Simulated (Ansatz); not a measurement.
The start is a generated trial cell of KBr in the rocksalt structure type. The structure is fully relaxed (lattice and positions, P = 0) with PBEsol (plane waves to 420 eV, PAW, scalar-relativistic; Ansatz, a quantum-chemistry and plane-wave program). First-step values are on the input's coarse k-mesh.

Ansatz input (later rounds restart from its end on a renewed k-mesh):
Ansatz 0.2 input:
```yaml
crystal:
  lattice:
    - [0, 3.273776, 3.273776]
    - [3.273776, 0, 3.273776]
    - [3.273776, 3.273776, 0]
  atoms:
    - { symbol: Br, position: [0, 0, 0] }
    - { symbol: K, position: [0.5, 0.5, 0.5] }
basis: { ecutwfc: 420, ecutrho_ratio: 4, xc_grid: 2, fft_grid_basis: typed }
kpoints: { mp_grid: { grid: [6, 6, 6] } }
hamiltonian:
  xc: pbesol
  dispersion: none
  pseudopotentials: { kind: paw }
scf: { occupations: { method: fermi_dirac, width: 0.05 } }
relax: { f_tol: 0.01, max_steps: 100, cell: { stress_tol: 0.02 } }
output: { forces: true, stress: true }
```

```yaml
outcome: The space group stays Fm-3m (No. 225) (the run could not lower it); the end is rock salt type, with 2 atoms in the primitive cell
Shortest distances (start → end): "The closest pairs of elements (up to four, under 3.6 Å), start → end: Br–K 3.27 → 3.27 Å"
band_gap_at_the_end: 4.34 eV, direct at Γ (no spin-orbit coupling)
optimiser_moves: 1
```

The end point of the relaxation:

```cif
data_Br4K4
_chemical_formula_sum 'Br4 K4'
_space_group_name_H-M_alt 'Fm-3m'
_space_group_IT_number 225
_space_group_name_Hall '-F 4 2 3'
_cell_length_a 6.54889
_cell_length_b 6.54889
_cell_length_c 6.54889
_cell_angle_alpha 90.000
_cell_angle_beta 90.000
_cell_angle_gamma 90.000
loop_
_atom_site_label
_atom_site_type_symbol
_atom_site_symmetry_multiplicity
_atom_site_Wyckoff_symbol
_atom_site_fract_x
_atom_site_fract_y
_atom_site_fract_z
_atom_site_occupancy
Br1 Br 4 a 0.00000 0.00000 0.00000 1
K1 K 4 b 0.50000 0.50000 0.50000 1
```
(The calculation used a cell of 2 atoms; values per cell refer to that cell.)

Final values are on a 9×9×9 k-mesh of the relaxed cell. No spin polarisation in the result.

The run could not lose the symmetry of its start; a randomly shaken copy of 2 atoms returns to this structure.

All atoms sit on sites fixed by symmetry, so only the cell could relax.
